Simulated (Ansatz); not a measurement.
MgPd (CsCl type, Pm-3m) under volume change, plane-wave PAW LDA (Ansatz code), scaled uniformly.

| V (Å³/atom) | E − E(relaxed) (meV/atom) | P (GPa) |
|---|---|---|
| 13.614 | 51.8 | 13.45 |
| 14.062 | 21.7 | 8.20 |
| 14.511 | 5.1 | 3.76 |
| 14.960 | 0.0 | 0.00 |
| 15.409 | 4.6 | -3.19 |
| 15.858 | 17.4 | -5.89 |
| 16.306 | 37.2 | -8.17 |

Q: What does a third-order Birch–Murnaghan fit give for V₀, B₀ and B′?

A: V₀ = 14.96 Å³/atom, B₀ = 115 GPa, B′ = 4.5.

The first step of the workflow began from a Materials Project structure, measured or hypothetical; the Crystallography Open Database files this formula in space group No. 221, but the cells were not matched. Whether it is the stable phase at ambient conditions was not checked. The cell was relaxed with LDA under the symmetry of its start. At this level the phase is mechanically unstable. The run is not spin-polarised.

Potentials: the later of the program's two PAW sets.
